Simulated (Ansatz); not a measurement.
Bi2Te3: gradients before and after relaxing the atoms

Start: a Materials Project structure (computed, not necessarily an observed phase).

```
CELL_PARAMETERS angstrom
2.20907 1.27540 10.75243
-2.20907 1.27540 10.75243
0.00000 -2.55081 10.75243
ATOMIC_POSITIONS crystal
Bi 0.60317 0.60317 0.60317
Bi 0.39683 0.39683 0.39683
Te 0.78319 0.78319 0.78319
Te 0.00000 0.00000 0.00000
Te 0.21681 0.21681 0.21681
```

Atoms are numbered from 1 in the order listed; like atoms form one site, named after its first atom.

Level of theory: DFT, PBE, plane waves and PAW, scalar-relativistic, 420 eV cutoff, Γ-centred 9×9×9 k-points, Fermi–Dirac smearing 0.01 eV (Ansatz 0.2.0).

The largest force at the start is 0.13 eV/Å. Relaxing the ions at fixed cell moves them by 0.040 Å at most (atom 5, Te) and 0.028 Å rms. End positions:

```
CELL_PARAMETERS angstrom
2.20907 1.27540 10.75243
-2.20907 1.27540 10.75243
0.00000 -2.55081 10.75243
ATOMIC_POSITIONS crystal
Bi 0.60262 0.60262 0.60262
Bi 0.39738 0.39738 0.39738
Te 0.78444 0.78444 0.78444
Te 0.00000 0.00000 0.00000
Te 0.21556 0.21556 0.21556
```

```
site  atom  moved (Å)   first shell before    first shell after  V_zz before (10²¹ V/m²)  η before
  Bi     1      0.018  6 Te at 3.07–3.27 Å  6 Te at 3.08–3.28 Å                     1.56      0.00
 Te3     3      0.040       3 Bi at 3.07 Å       3 Bi at 3.08 Å                    -4.70      0.00
 Te4     4      0.000       6 Bi at 3.27 Å       6 Bi at 3.28 Å                    10.07      0.00
```

**Question.** How do the gradients change?

**Answer.** 

```csv
site,atom,V_zz after,η after,change of V_zz
Bi,1,2.03,0.00,+0.47
Te3,3,-3.22,0.00,+1.48
Te4,4,10.85,0.00,+0.78
```

The largest change of V_zz is on Te3, from -4.70 to -3.22. In per cent, |V_zz| changes by +30 on Bi, -32 to +8 on Te (all sites that start above 0.5).

Spin–orbit coupling is left out, which shifts gradients on Bi by a few per cent in wide-gap crystals, and can shift them far more where the calculated gap is small or absent, as here.
